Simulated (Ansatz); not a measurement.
SiC:
```cif
data_CSi
_chemical_formula_sum 'Si1 C1'
_space_group_name_H-M_alt 'P 1'
_space_group_IT_number 1
_cell_length_a 3.06107
_cell_length_b 3.06107
_cell_length_c 3.06107
_cell_angle_alpha 60.000
_cell_angle_beta 60.000
_cell_angle_gamma 60.000
loop_
_space_group_symop_operation_xyz
  'x, y, z'
loop_
_atom_site_label
_atom_site_type_symbol
_atom_site_fract_x
_atom_site_fract_y
_atom_site_fract_z
_atom_site_occupancy
Si1 Si 0.75000 0.75000 0.75000 1
C1 C 0.00000 0.00000 0.00000 1
```

Relaxed with LDA.

Task: Decompose the optical modes at the zone centre into irreducible representations, and say which are infrared and Raman allowed.

Result: Point group -43m: Γ_opt = T2. Infrared: T2. Raman: T2.

Task: Assign frequencies (DFPT, plane-wave PAW LDA (Ansatz code); without the LO–TO term).

Result: T2 798 cm⁻¹.

Space group F-43m (zinc blende). The LDA relaxation kept the symmetry of its start.

Potentials: the earlier of the program's two PAW sets. The files were generated under PBE; for other functionals the program regenerates the frozen cores, and for LDA and PBEsol the local potential too.
